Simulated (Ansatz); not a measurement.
Sheets of one type (MA2Z4 (prismatic core, outer Z over the empty site)-type), plane-wave PAW PBE (Ansatz code); HSE06 gaps on those cells.

```tsv
layer	a (Å)	thickness (Å)
MoAs4Si2	3.618	9.93
NbN4Si2	2.966	7.01
MoN4Si2	…	…
MoP4Si2	3.471	9.37
TaN4Si2	2.967	7.00
```

Task: Complete the blanks.

Result: 
- MoN4Si2, a (Å): 2.910
- MoN4Si2, thickness (Å): 7.00

Spin orders computed, not proven ground states: NbN4Si2, MA2Z4 (prismatic core, outer Z over the empty site)-type layer ferromagnetic. Began spin-polarised and lost the moments: TaN4Si2, MA2Z4 (prismatic core, outer Z over the empty site)-type layer. All cells were relaxed under the symmetry of their starts (and spin orders); stability against distortions was not tested throughout. Rows with no word on spin ran without spin polarisation. Spin–orbit coupling is left out wherever it is not named. Constructed layers (a layer type filled with these elements): MoAs4Si2, MA2Z4 (prismatic core, outer Z over the empty site)-type layer; NbN4Si2, MA2Z4 (prismatic core, outer Z over the empty site)-type layer; MoP4Si2, MA2Z4 (prismatic core, outer Z over the empty site)-type layer; TaN4Si2, MA2Z4 (prismatic core, outer Z over the empty site)-type layer.

Potentials: the later of the program's two PAW sets.
